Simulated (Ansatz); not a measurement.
Elastic constants of HgTe at -0.5 GPa (stress–strain coefficients): input and output

Level of theory: Ansatz 0.2.0, DFT PBEsol, scalar-relativistic, plane waves, PAW.

Launched with:
```bash
ansatz run input.yaml --threads 4 --pin off --max-ram 12288MiB --backend cpu --events-out ev --progress --plain --runs-dir out
```

Input (bare energies are in eV):
```yaml
crystal:
  lattice:
    - [0.0, 3.2676, 3.2676]
    - [3.2676, 0.0, 3.2676]
    - [3.2676, 3.2676, 0.0]
  atoms:
    - { symbol: Hg, position: [0.0, 0.0, 0.0] }
    - { symbol: Te, position: [0.25, 0.25, 0.25] }
basis:
  ecutwfc: 420
kpoints:
  mp_grid: { grid: [8, 8, 8] }
hamiltonian:
  xc: pbesol
scf:
  occupations: { method: fermi_dirac, width: 0.15 }
output:
  forces: true
  stress: true
  eigenvalues: true
elastic:
  mode: relaxed_ion
  amplitude: 0.005
```

From the output:
```
--- Elastic constants: 2 strain directions × 4 members + reference (group order 24) ---
  dense FFT box of the reference and of every strained cell: 32×32×32
  strains applied: 11, 23; error gains: componentwise 1.00 (the most a stress slope's error grows in a printed constant), spectral 1.73 (1 for all six strains in a standard setting)
  C = ∂σ_k/∂η_j (tension-positive GPa; Voigt order 11 22 33 23 13 12):
        50.227     34.194     34.194     -0.000      0.000      0.000
        34.194     50.227     34.194     -0.000      0.000      0.000
        34.194     34.194     50.227     -0.000      0.000      0.000
         0.000     -0.000     -0.000     20.349     -0.000     -0.000
        -0.000     -0.000     -0.000      0.000     20.349     -0.000
         0.000     -0.000      0.000      0.000     -0.000     20.349
  reference stress σ⁰ (GPa):      0.451      0.451      0.451     -0.000      0.000     -0.000
  C* (energy form; C + prestress term) asymmetry max|C*_kj − C*_jk| = 1.421e-14 GPa — a small one proves nothing (zero by symmetry where the batch's group is 432, −43m or m−3m); a large one is finite-difference/SCF noise where every solve ...
  moduli (Voigt/Reuss/Hill, GPa): K = 39.54/39.54/39.54   G = 15.42/12.60/14.01   E = 37.58   ν = 0.342
  mechanically stable: yes (min eigenvalue of sym C = 16.03 GPa)
  strain η (Voigt 11):  stress-route row diagonal C_11 = 50.23 GPa, energy-path curvature d²(F+E_count+ΔE)/dδ²/Ω₀ = 50.20 GPa
    cells at ±δ against ±2δ: C21 34.20 and 34.22 GPa, apart by 0.04 % of the column's largest entry
         δ    σ_11 (GPa) F (eV) n_scf n_hpsi n_pw
    -1.000e-2      -0.0592      -20569.8158373       9   26867   1364   relax 0 steps, max|allowed force component| 5.55e-17 eV/Å
    -5.000e-3       0.1978      -20569.8156876       5   21145   1370   relax 0 steps, max|allowed force component| 5.55e-17 eV/Å
     5.000e-3       0.7001      -20569.8137252       5   21236   1387   relax 0 steps, max|allowed force component| 6.59e-17 eV/Å
     1.000e-2       0.9454      -20569.8119360       8   24664   1399   relax 0 steps, max|allowed force component| 5.90e-17 eV/Å
  strain η (Voigt 23):  stress-route row diagonal C_44 = 20.35 GPa, energy-path curvature d²(F+E_count+ΔE)/dδ²/Ω₀ = 20.12 GPa
    cells at ±δ against ±2δ: C44 20.35 and 20.34 GPa, apart by 0.03 % of the column's largest entry
         δ    σ_23 (GPa) F (eV) n_scf n_hpsi n_pw
    -1.000e-2      -0.2034      -20569.8145466       2   22291   1376   relax 3 steps, max|allowed force component| 1.88e-6 eV/Å
    -5.000e-3      -0.1017      -20569.8148738       2   22126   1380   relax 2 steps, max|allowed force component| 8.51e-7 eV/Å
     5.000e-3       0.1017      -20569.8148738       2   22204   1380   relax 2 steps, max|allowed force component| 8.03e-10 eV/Å
     1.000e-2       0.2034      -20569.8145466       2   21270   1376   relax 2 steps, max|allowed force component| 2.33e-5 eV/Å
```

The run took 45 s on 4 threads of Intel(R) Xeon(R) Platinum 8375C CPU @ 2.90GHz (Ice Lake), on a shared host, peak memory 0.58 GiB.

The cell is the ideal cubic zincblende prototype. Without a gap, frequencies and elastic constants depend on the k mesh and the smearing, soft modes and shear constants most. Spin–orbit coupling is left out, which can shift energies with elements as heavy as these.

The least eigenvalue is 16.0 GPa; in a metal on this mesh the verdict on stability isn't firm within about 20 GPa or a tenth of the bulk modulus.

The bands only touch here, so at this level the crystal is a zero-gap semiconductor or semimetal, not an ordinary metal; spin–orbit coupling, left out, moves these levels but leaves zinc-blende mercury chalcogenides without a gap.